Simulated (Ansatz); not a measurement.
**Kick test of a cell of Al2W3**

The structure comes from a proposed guess, relaxed at this level; another structure or a mixture of phases may lie lower.

All numbers below come from DFT PBE, scalar-relativistic, plane waves, PAW (Ansatz 0.2.0). Settings: cutoff 420 eV, Γ-centred mesh 14×14×14 on the computed 5-atom cell, Gaussian smearing of 0.10 eV; no spin polarisation.

The cell below (5 atoms, space group I4/mmm (No. 139)) is relaxed within its symmetry.

```
Al W
1.0
    -1.60869    1.60869    7.56391
     1.60869   -1.60869    7.56391
     1.60869    1.60869   -7.56391
Al W
2 3
Direct
  0.20042 0.20042 0.00000
  0.79958 0.79958 0.00000
  0.00000 0.00000 0.00000
  0.39899 0.39899 0.00000
  0.60101 0.60101 0.00000
```

For the test a repeat of it with 10 atoms (edges 3.22, 6.43, 7.90 Å) was strained at random (σ = 1.5 % a component), the atoms were moved at random (σ = 0.15 Å), and all was relaxed again on a coarse 8×4×8 mesh (in the run’s order of axes) with 0.20 eV smearing, with no symmetry imposed.

Spin–orbit coupling, which can matter for W, is left out.

Question: What happens?

Answer: It returns, within 1 meV/atom of the unmoved cell on that mesh and with the same symmetry when read at 0.1 Å. So it is stable against the distortions that fit this cell and that this random move excites. Modes that don't fit the cell aren't tested.
